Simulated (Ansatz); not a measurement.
Space group P2_13 (No. 198). a = 4.383 Å, b = 4.383 Å, c = 4.383 Å, α = 90.00°, β = 90.00°, γ = 90.00°
```tsv
atom	site	symmetry	x	y	z
Co	4a	.3.	0.1457	0.1457	0.1457
Si	4a	.3.	0.8436	0.8436	0.8436
```

Equation of state of this CoSi structure (not necessarily the ground state), with shape and atoms relaxed at each volume where symmetry leaves them free. It has no gap at any of these volumes. These are results of Ansatz, DFT r2SCAN, scalar-relativistic, plane waves, PAW, not measurements.

Cutoff 500 eV; k points 8×8×8 on the computed 8-atom cell (Γ-centred); Gaussian smearing, width 0.10 eV; no spin polarisation.

| V (Å³/atom) | E − E(largest V) (meV/atom) | P (GPa) |
| --- | --- | --- |
| 9.894 | 6.58 | 17.55 |
| 10.210 | -18.35 | 8.02 |
| 10.525 | -25.99 | -0.02 |
| 10.841 | -19.08 | -6.76 |
| 11.157 | 0.00 | -12.39 |

**Question.** Fit a third-order Birch–Murnaghan equation to E(V).

**Answer.** V0 = 10.52 Å³/atom, B0 = 245 GPa, B0' = 4.8.

Cost: 5 runs of about 18 core-minutes in all, on Arm Neoverse V2 (shared hosts).